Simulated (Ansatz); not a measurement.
Re (β-Sn type, space group No. 141) at seven volumes, DFT-PBE in the program Ansatz with PAW potentials, shape and atoms relaxed at each. One row is withheld.

```
V (Å³/atom)  P (GPa)
-----------  -------
15.023         33.21
15.518         20.30
16.013          9.32
16.508         -0.01
17.004         -7.94
17.499             ?
17.994        -20.36
```

Question: Fit the shown pressures and predict the withheld one.

Answer: P = (3/2)B₀(x^(7/2) − x^(5/2))[1 + (3/4)(B′ − 4)(x − 1)] with x = (V₀/V)^(2/3). Least squares on the six rows gives V₀ = 16.508 Å³/atom, B₀ = 286 GPa, B′ = 4.43. At V = 17.499, x = 0.9619 and P = -14.66 GPa. The run itself gave -14.67 GPa.

Space group I4_1/amd (β-Sn type). The cell is a constructed one: a structure type filled with these elements; neither database checked (COD, Materials Project) lists it. It is not the phase usual at ambient conditions (space group No. 194). The PBE relaxation kept the symmetry of its start; of distortions, only those at the zone centre were tested. The run is not spin-polarised. Scalar-relativistic: spin–orbit coupling is off unless named, which matters more the heavier the elements.

Potentials: the later of the program's two PAW sets.
